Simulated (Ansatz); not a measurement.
Method: PBEsol, no spin polarisation; PAW, plane waves to 420 eV, 8×8×6 Γ-centred mesh, fermi-dirac occupations (width 0.0109 eV) (Ansatz 0.2.0), atoms fixed.

Computed maps in the lattice plane spanned by a (left to right, 5.03 Å, 15 points from zero) and b (bottom to top, 5.03 Å, 15 points from zero), 120° apart, at height 0.750 along c. The fields are smooth PAW ones with compensation charges, not the true ones near nuclei.

Valence density. Digits on a logarithmic scale: 0 up to 0.03 e/Å³, each further digit a factor of 1.6, 9 from 1.3 e/Å³ up:
```
555455566554555
555557887555555
445689998654444
455899998554444
557999997555555
558999985556665
568999865678876
567887556899986
555655568999986
555555579999975
445445689999865
455445689998654
555445678876544
555445566655445
555445555554455
```

ELF. Ten even steps from '0' (0.02) to '9' (0.74):
```
667752222257766
677523663257765
675259995257644
552595595255444
523950593255445
426955952454445
426999524555555
423553245542455
422222455200255
555555554070455
577755452002545
677644454245444
666444455554444
665445555555445
666655444455666
```

**Question.** The cell is Ta2Bi. Which atoms lie within 0.2 Å of this plane, and where (fractions of a and b)?

**Answer.** Ta at (0.33, 0.67), Bi at (0.67, 0.33). The whole cell:
```yaml
crystal:
  lattice:
    - [5.02859, 0.00000, 0.00000]
    - [-2.51429, 4.35489, 0.00000]
    - [0.00000, 0.00000, 6.00565]
  atoms:
    - { symbol: Ta, position: [0.00000, 0.00000, 0.00000] }
    - { symbol: Ta, position: [0.00000, 0.00000, 0.50000] }
    - { symbol: Ta, position: [0.33330, 0.66670, 0.75000] }
    - { symbol: Ta, position: [0.66660, 0.33330, 0.25000] }
    - { symbol: Bi, position: [0.33330, 0.66670, 0.25000] }
    - { symbol: Bi, position: [0.66660, 0.33330, 0.75000] }
```

Origin: a known structure type with other elements, at an estimated volume, so it need not be a known compound.
